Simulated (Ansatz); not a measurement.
All numbers below come from DFT PBE, scalar-relativistic, plane waves, PAW (Ansatz). All cells share a 420 eV cutoff and Γ-centred k meshes spaced at most about 0.3 Å⁻¹ (about 0.25 or finer for metals, 2π included). No spin polarisation in the final relaxations.

All energies are static (0 K, no zero-point motion).

Two forms of CdBiO4 were relaxed alike.

A.

```yaml
crystal:
  lattice:
    - [3.74760, 0.00000, 0.00000]
    - [-1.87380, 3.24552, 0.00000]
    - [0.00000, 0.00000, 6.17993]
  atoms:
    - { symbol: Cd, position: [0.00000, 0.00000, 0.00000] }
    - { symbol: Bi, position: [0.00000, 0.00000, 0.50000] }
    - { symbol: O, position: [0.33333, 0.66667, 0.74840] }
    - { symbol: O, position: [0.33333, 0.66667, 0.25160] }
    - { symbol: O, position: [0.66667, 0.33333, 0.74840] }
    - { symbol: O, position: [0.66667, 0.33333, 0.25160] }
```

B.

```yaml
crystal:
  lattice:
    - [3.35165, 0.00000, 0.00000]
    - [0.00000, 3.35165, 0.00000]
    - [0.00000, 0.00000, 6.91870]
  atoms:
    - { symbol: Cd, position: [0.00000, 0.00000, 0.00000] }
    - { symbol: Bi, position: [0.50000, 0.50000, 0.50000] }
    - { symbol: O, position: [0.50000, 0.50000, 0.10640] }
    - { symbol: O, position: [0.00000, 0.00000, 0.66675] }
    - { symbol: O, position: [0.00000, 0.00000, 0.33325] }
    - { symbol: O, position: [0.50000, 0.50000, 0.89360] }
```

Task: Which form is favoured at zero pressure, and by what margin per atom?

Result: B is lower, by 0.36 eV/atom. A has space group P6/mmm (No. 191), 12.5 Å³/atom and no gap on its mesh; B has space group P4/mmm (No. 123), 13.0 Å³/atom and no gap. Counting O atoms around Bi and Cd (those within 1.25 times the shortest such distance or 1.15 times the sum of covalent radii; the shortest distance is added where it is long for a bond), A has Cd 12 from 2.7 Å, Bi 12 from 2.7 Å and B has Cd 10, Bi 10 from 2.6 Å. B holds O–O pairs (shortest 1.47 Å, as in peroxide); in A the shortest O–O distance is 2.16 Å. The lower one is the more open, so pressure narrows the difference. Both come from invented guesses. A third cell relaxed alike, in Cmmm, lies 0.37 eV/atom below the lower of the two.

These runs have no spin–orbit coupling, which can matter for Bi. In P6/mmm, P4/mmm an odd number of electrons in the primitive cell allows no gap without spin; a larger cell or a magnetic state could open one. A magnetic state wasn't ruled out in cells without spin, among them P4/mmm. Cells relaxed within their symmetry can be saddle points.
